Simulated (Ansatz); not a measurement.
**Sb2Pt: ¹²¹Sb nuclear quadrupole resonance**

Cell: a COD entry, atoms as given.

Space group Pa-3 (No. 205); a = 6.4410 Å.

```
site  Wyckoff  site symmetry       x       y       z
  Sb       8c            .3.  0.3800  0.3800  0.3800
  Pt       4a           .-3.  0.0000  0.0000  0.0000
```

One atom of each set is listed.

All values are calculated (Ansatz; DFT, PBE, plane waves and PAW, scalar-relativistic, 420 eV cutoff, Γ-centred 5×5×5 k-points, Fermi–Dirac smearing 0.05 eV), not measured.

¹²¹Sb: I = 5/2, Q = -543.0 mb (year-2017 value). Static lattice, zero field.

Question: The simulated lines lie at 7.18, 14.4 MHz. What are |C_Q|, η and |V_zz| at Sb?

Answer: For I = 5/2 and η = 0 the lines are 3|C_Q|/20 and twice that; η pulls their ratio below 2. Here |C_Q| = 47.8 MHz, η = 0.00 and |V_zz| = 3.64 × 10²¹ V/m². The calculation gives V_zz positive; the lines don't show the sign. The site has 1 Sb at 2.68 Å, 3 Pt at 2.68 Å.

An axis of threefold or higher order runs through Sb, so V_zz lies along it and η is zero.

At this cell the PBE pressure is 7 GPa, so with PBE the cell would grow if it were relaxed. The largest force is 1.2 eV/Å, so the atoms aren't at the calculated equilibrium and relaxing them would move these values. Without spin–orbit coupling the gradients at and beside Pt can be off by some per cent, at some sites by more. With a gap of 0.19 eV under a smearing of 0.05 eV the band edges are partly filled, so small gradients can hang on the smearing and the k-mesh. With these PAW files V_zz is typically within 2 to 3 % of all-electron values, but misses above 10 % occur on Sb.

The run took 25 s of wall time (25 s of CPU time) and 0.76 GiB at its peak, on 1 thread of Intel Xeon Platinum 8259CL CPU @ 2.50GHz (Skylake/Cascade Lake) (x86_64; 16 cores open to the job, memory cap 3.0 GiB, no GPU), a shared host with a load of 0.4 a core.
